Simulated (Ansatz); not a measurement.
# Bands of RbLuSe2

```
Rb Lu Se
1.0
     2.06470    1.19206    7.87133
    -2.06470    1.19206    7.87133
     0.00000   -2.38411    7.87133
Rb Lu Se
1 1 2
Direct
  0.00000 0.00000 0.00000
  0.50000 0.50000 0.50000
  0.23179 0.23179 0.23179
  0.76821 0.76821 0.76821
```

Atoms are numbered in the order listed.

The structure is an experimental refinement, used without relaxation.

No spin–orbit coupling, which matters for the heavy atoms here.

Computed with DFT, PBEsol, all-electron LAPW, scalar-relativistic (Ansatz 0.2.0).

The runs use a Γ-centred 7×7×7 k mesh, Fermi–Dirac smearing of 0.03 eV, basis error target 1 meV/atom, no spin polarisation.

Points in fractions of the reciprocal vectors of this cell: Γ (0, 0, 0), T (0.5, 0.5, 0.5), H2 (0.818, 0.182, 0.5), H0 (0.5, -0.182, 0.182), L (0.5, 0, 0), S0 (0.341, -0.341, 0), S2 (0.659, 0, 0.341), F (0.5, 0, 0.5). The path runs Γ–T–H2–H0–L–Γ–S0–S2–F. Energies are in eV from the top of the valence band; (×n) counts levels within 4 meV of each other, which need not be degenerate by symmetry.

List the levels at Γ between -14 and 6.5 eV.

-12.14, -11.76, -10.23 (×2), -9.93, -4.31 (×2), -4.30, -4.29, -4.27 (×2), -4.25, -3.46, -1.66 (×2), -0.35, 0.00 (×2), 2.53, 3.00, 3.18 (×2), 4.76, 5.14 (×2), 5.87.

List the levels at L between -14 and 6.5 eV.

-11.72, -11.35, -10.54, -10.34, -10.25, -4.31, -4.29, -4.28 (×2), -4.27 (×2), -4.26, -3.51, -2.66, -1.49, -1.46, -1.43, -1.04, 2.23, 3.87, 4.47, 4.87, 5.48, 6.06, 6.30, 6.42.

List the levels at H2 between -14 and 6.5 eV.

-11.51, -11.48, -10.44, -10.43, -10.31, -4.30, -4.29 (×2), -4.29, -4.27 (×2), -4.27, -3.04, -2.64, -2.41, -1.57, -1.42, -1.41, 3.25, 4.00, 4.26, 5.49, 5.71, 5.73, 6.02.

What is the band gap?

1.82 eV, indirect from Γ to F (0.5, 0, 0.5).

Kohn–Sham gaps of semilocal functionals usually fall short of measured ones.
